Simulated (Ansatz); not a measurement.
Computed properties of Ta2O5

Ta₂O₅:
```xyz
7
Lattice="3.8386 0.0000 0.0000 0.0000 3.8573 0.0000 -1.9172 0.0000 6.5143" Properties=species:S:1:pos:R:3 pbc="T T T"
Ta     0.9614     0.0000     5.1565
Ta     0.9599     0.0000     1.3578
O      0.9624     1.9286     5.2046
O      0.9590     1.9286     1.3097
O     -0.9575     0.0000     5.6687
O      2.8789     0.0000     0.8455
O      0.9607     0.0000     3.2571
```

Space group Cmmm (No. 65); conventional cell a = 3.8386 Å, b = 13.0286 Å, c = 3.8573 Å, α = 90.00°, β = 90.00°, γ = 90.00°.

Method: DFT-r²SCAN in the program Ansatz with PAW potentials. Structure relaxed to zero pressure with the same functional. Other levels are named where they apply.

**Cell and energy**

```
Quantity                                                             Result
-----------------------------------------------------  --------------------
Volume per atom                                                    13.78 Å³
Density                                                          7.61 g/cm³
Formation energy from the elements (no fitted shifts)  -295 kJ/mol of atoms
```

**Electronic structure**

```
Item                                                                                                              Value
------------------------------------------------  ---------------------------------------------------------------------
Band gap                                                                                             2.70 eV (indirect)
Valence-band maximum                              at E (k = 0.500, 0.500, 0.500 in fractions of the reciprocal vectors)
Conduction-band minimum                           at B (k = 0.000, 0.000, 0.500 in fractions of the reciprocal vectors)
Smallest direct gap on the standard path                                                                        3.35 eV
Electron effective mass                                                            0.25, 0.35, 10 mₑ (principal values)
Electron effective mass with spin–orbit coupling                                  0.25, 0.40, 6.8 mₑ (principal values)
Hole effective mass                                                                  1.3, 1.8, 16 mₑ (principal values)
Hole effective mass with spin–orbit coupling                                         1.3, 1.8, 16 mₑ (principal values)
HSE06 gap on the r²SCAN cell                                                                                    3.66 eV
Gap with spin–orbit coupling                                                                                    2.67 eV
```

**Dielectric response**

```
Item                                                                Value
----------------------------------------  -------------------------------
Electronic dielectric constant ε∞ (DFPT)  4.32 (xx), 5.92 (yy), 4.36 (zz)
Born charges (a third of the trace)          Ta +7.85, O -3.40 to -2.87 e
```

**Phonons**

```
Property                                                                      Value
--------------------------------------------------  -------------------------------
Highest zone-centre frequency (without LO–TO term)                         861 cm⁻¹
Zone-centre stability                               unstable, softest mode 29i cm⁻¹
```

**Charges**

```
Property                              Value
-------------  ----------------------------
Bader charges  Ta +3.08, O -1.28 to -1.20 e
```

The workflow started from a Materials Project entry (that database holds measured and hypothetical structures alike); the Crystallography Open Database copy checked does not list it. COD files the formula under space group No. 49. Whether it is the stable phase at ambient conditions was not checked. The cell was relaxed with r²SCAN under the symmetry of its start; phonons show weakly imaginary modes. No spin polarisation was allowed. Point labels and valley counts follow the cell and symmetry of the run, lower than the named group. The references are the lowest solids computed at this level, not always the standard phases (solids in place of the gases). Spin–orbit coupling is left out wherever it is not named.

Potentials: the earlier of the program's two PAW sets. The files were generated under PBE; for other functionals the program regenerates the frozen cores, and for LDA and PBEsol the local potential too.
